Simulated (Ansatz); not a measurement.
CoW (rock salt, Fm-3m) at seven volumes, the program Ansatz at the PBEsol level (PAW), scaled uniformly. One row is withheld.

| V (Å³/atom) | P (GPa) |
|---|---|
| 12.736 | ? |
| 13.155 | 18.17 |
| 13.575 | 8.35 |
| 13.995 | -0.01 |
| 14.415 | -7.11 |
| 14.835 | -13.14 |
| 15.255 | -18.27 |

Q: Fit the shown pressures and predict the withheld one.

A: Third-order Birch–Murnaghan: P = (3/2)B₀(x^(7/2) − x^(5/2))[1 + (3/4)(B′ − 4)(x − 1)] with x = (V₀/V)^(2/3). Least squares on the six rows gives V₀ = 13.995 Å³/atom, B₀ = 256.2 GPa, B′ = 4.42. At V = 12.736, x = 1.0649 and P = 29.76 GPa. The run itself gave 29.72 GPa.

The start of the workflow was typed in or built on a structure type; neither database checked (COD, Materials Project) lists it. Whether it is the stable phase at ambient conditions was not checked. The cell was relaxed with PBEsol under the symmetry of its start. At this level the phase is mechanically unstable. The workflow began spin-polarised and lost its moments. Its formation energy is positive at this level, so the cell may be metastable or incomplete. Scalar-relativistic: spin–orbit coupling is off unless named, which matters more the heavier the elements.

Potentials: the later of the program's two PAW sets.
